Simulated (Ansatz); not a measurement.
WS2:
```cif
data_S4W2
_chemical_formula_sum 'W2 S4'
_space_group_name_H-M_alt 'P63/mmc'
_space_group_IT_number 194
_space_group_name_Hall '-P 6c 2c'
_cell_length_a 3.17171
_cell_length_b 3.17171
_cell_length_c 12.55165
_cell_angle_alpha 90.000
_cell_angle_beta 90.000
_cell_angle_gamma 120.000
loop_
_atom_site_label
_atom_site_type_symbol
_atom_site_symmetry_multiplicity
_atom_site_Wyckoff_symbol
_atom_site_fract_x
_atom_site_fract_y
_atom_site_fract_z
_atom_site_occupancy
W1 W 2 c 0.33333 0.66667 0.25000 1
S1 S 4 f 0.66667 0.33333 0.12567 1
```

Relaxed at zero pressure with r²SCAN+D4 in the plane-wave PAW code Ansatz.

Problem. The volume is raised by 9 % and shape and atoms relax at that volume. What pressure results, and how do the axes share the change?

Solution. -1.5 GPa; a 0.5 %, b 0.5 %, c 8.0 %; the energy rises by 11 meV/atom.

Problem. Give the new structure.

Solution. 
Space group P6₃/mmc (No. 194); a = 3.1861 Å, b = 3.1861 Å, c = 13.5581 Å, α = 90.00°, β = 90.00°, γ = 120.00°

```csv
atom,site,symmetry,x,y,z
W,2c,-6m2,0.3333,0.6667,0.2500
S,4f,3m.,0.6667,0.3333,0.1350
```

The phase is kept; no other phase was compared at this pressure.

Space group P6_3/mmc. The cell was relaxed with r²SCAN+D4 under the symmetry of its start; of distortions, only those at the zone centre were tested. No spin polarisation was allowed. Scalar-relativistic: spin–orbit coupling is off unless named, which matters more the heavier the elements.

Potentials: the later of the program's two PAW sets.
